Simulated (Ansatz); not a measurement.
HfC:
```xyz
2
Lattice="0.0000 2.4980 2.4980 2.4980 0.0000 2.4980 2.4980 2.4980 0.0000" Properties=species:S:1:pos:R:3 pbc="T T T"
Hf     0.0000     0.0000     0.0000
C      1.2490     1.2490     1.2490
```

Tensor components refer to the Cartesian frame of this cell.

**Question.** Give the high-frequency dielectric tensor and the Born effective charge tensors of the independent atoms from DFPT, the program Ansatz at the PBEsol level (PAW).

**Answer.** 
ε∞:
```
22.4  0.00  0.00
0.00  22.4  0.00
0.00  0.00  22.4
```
Z* of atom 1 (Hf), rows: field, columns: displacement, in e:
```
4.15  0.00  0.00
0.00  4.15  0.00
0.00  0.00  4.15
```
Z* of atom 2 (C), rows: field, columns: displacement, in e:
```
-4.15   0.00   0.00
 0.00  -4.15   0.00
 0.00   0.00  -4.15
```

Space group F-43m (zinc blende). The start of the workflow was typed in or built on a structure type; neither database checked (COD, Materials Project) lists it. It is not the phase usual at ambient conditions (space group No. 225). The PBEsol relaxation kept the symmetry of its start; whether a distortion lowers the energy is not shown. The run is not spin-polarised. Spin–orbit coupling is left out wherever it is not named.

Potentials: the earlier of the program's two PAW sets. The files were generated under PBE; for other functionals the program regenerates the frozen cores, and for LDA and PBEsol the local potential too.
